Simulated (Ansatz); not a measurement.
Sn (beta-Sn type, space group I4_1/amd)

```
CELL_PARAMETERS angstrom
     -2.91645     2.91645     1.57904
      2.91645    -2.91645     1.57904
      2.91645     2.91645    -1.57904
ATOMIC_POSITIONS crystal
  Sn 0.75000 0.25000 0.50000
  Sn 0.00000 0.00000 0.00000
```

The slice is a (100) plane (indices of the conventional cell) through the point (0.000, 0.000, 0.000) (fractional), spanned by u = [110] and v = [101] in vectors of this cell: u (3.16 Å) and v (5.83 Å, at 90° to u). It covers one period; positions are fractions (u, v).

Calculation: PBEsol (plane waves to 420 eV, PAW, scalar-relativistic; Ansatz, a first-principles code). k mesh 17×17×17. Near the nuclei the fields are pseudised (PAW); where an atom keeps semicore shells as valence, they peak there. Sn was relaxed with its symmetry unable to fall.

Three fields on this plane, each scaled to ten steps between its own extremes (0 low, 9 high; the total valence density on a logarithmic scale, the potential cut 8 eV below its top; x marks points blanked near nuclei; v = 0 in the bottom row):

Map A
```
|xxxx4664xxx|
|xxx455554xx|
|xx45642444x|
|56786201355|
|99986300147|
|87655431137|
|54xxx443346|
|xxxxxx45565|
|xxxxxxx5664|
|xxxxxxx5764|
|xxxxxxx5664|
|xxxxxx45565|
|54xxx443346|
|87655431137|
|99986300147|
|56786201355|
|xx45642444x|
|xxx455554xx|
|xxxx4664xxx|
|xxxx4774xxx|
```

Map B
```
|xxxx6446xxx|
|xxx953358xx|
|xx96311258x|
|77642100246|
|55543100023|
|56776420013|
|79xxx742124|
|xxxxxx74236|
|xxxxxxx5447|
|xxxxxxx6458|
|xxxxxxx5447|
|xxxxxx74236|
|79xxx742124|
|56776420013|
|55543100023|
|77642100246|
|xx96311258x|
|xxx953358xx|
|xxxx6446xxx|
|xxxx7447xxx|
```

Map C
```
|xxxx0660xxx|
|xxx047740xx|
|xx02799720x|
|01368999741|
|65567899987|
|53002579998|
|00xxx037986|
|xxxxxx05872|
|xxxxxxx3750|
|xxxxxxx1650|
|xxxxxxx3750|
|xxxxxx05872|
|00xxx047986|
|53002579998|
|65567899987|
|01368999741|
|xx02799720x|
|xxx047740xx|
|xxxx0660xxx|
|xxxx0660xxx|
```

Task: Assign the maps to these fields: electron localisation function (ELF); valence electron density; electrostatic potential energy of an electron, from the cell's mean.

Result: A is the electron localisation function (ELF); B is the valence electron density; C is the electrostatic potential energy of an electron, from the cell's mean.
